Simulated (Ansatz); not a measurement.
# GaSb3 (Fm-3m), one atom moved along a line

Computed with DFT PBEsol+D3(BJ), scalar-relativistic, plane waves, PAW in Ansatz. The runs took a 420 eV cutoff, a Γ-centred 12×12×12 mesh and Gaussian smearing (0.15 eV). No spin polarisation. Energies are free energies at this smearing, counted from the undisturbed cell; pressure is positive in compression.

The starting cell (relaxed at this level; with this scan's settings it stands at 0.5 GPa; it needn't be the usual structure):

```yaml
crystal:
  lattice:
    - [0.00000, 3.58550, 3.58550]
    - [3.58550, 0.00000, 3.58550]
    - [3.58550, 3.58550, 0.00000]
  atoms:
    - { symbol: Ga, position: [0.00000, 0.00000, 0.00000] }
    - { symbol: Sb, position: [0.25000, 0.25000, 0.25000] }
    - { symbol: Sb, position: [0.75000, 0.75000, 0.75000] }
    - { symbol: Sb, position: [0.50000, 0.50000, 0.50000] }
```

Atom 1 (Ga) is moved by x along the Cartesian unit vector (1.000, 0.000, 0.000); the cell and all other atoms stay fixed. The cell is metallic on the mesh throughout.

```tsv
x (Å)	ΔE (meV/cell)	force along x on the moved atoms (eV/Å)	pressure (GPa)
-0.1000	?	?	0.6
-0.0333	1.2	0.07	0.5
0.0000	0.0	0.00	0.5
0.0667	4.6	-0.14	0.5
0.0833	7.2	-0.17	0.5
```

By symmetry 0.1000 repeats -0.1000, -0.0667 repeats 0.0667, 0.0333 repeats -0.0333 in energy; the slope of the energy along the path changes sign there.

Give the withheld values.

ΔE (meV/cell) at x (Å) = -0.1000: 10.4; force along x on the moved atoms (eV/Å) at x (Å) = -0.1000: 0.21.

Cost: 5 runs of about 3.1 core-minutes in all, on Arm Neoverse V2 (shared hosts).